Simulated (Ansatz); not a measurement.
AgPt in space group P-6m2 (No. 187; Ag on 1b, Pt on 1e), PBE in the plane-wave PAW code Ansatz, all energies at zero smearing, with the estimated change up to a 700 eV cutoff added, with one set of potentials and settings (totals compare only within such a set). Cell of 2 atoms (1 Ag, 1 Pt): -20113.651 eV.

| element | reference phase | E (eV/atom) |
|---|---|---|
| Ag | R-3m, 3 atoms in the cell | -7590.5531 |
| Pt | Fm-3m, 1 atoms in the cell | -12523.0127 |

Formation energy per atom, worked out: (-20113.651 − 1×(-7590.5531) − 1×(-12523.0127))/2 = -0.043 eV/atom (-4 kJ per mol of atoms), at 0 K, without zero-point energy or fitted corrections.

The workflow started from a Materials Project entry (that database holds measured and hypothetical structures alike); the Crystallography Open Database copy checked does not list it. With Ag and Pt taken as one species the cell has the higher symmetry P6_3/mmc, so it may be an ordered model of a mixed-site phase. Whether it is the stable phase at ambient conditions was not checked. The PBE relaxation kept the symmetry of its start; whether a distortion lowers the energy is not shown. The run is not spin-polarised. The references are the lowest solids computed at this level, not always the standard phases. Spin–orbit coupling is left out wherever it is not named.

Potentials: the later of the program's two PAW sets.
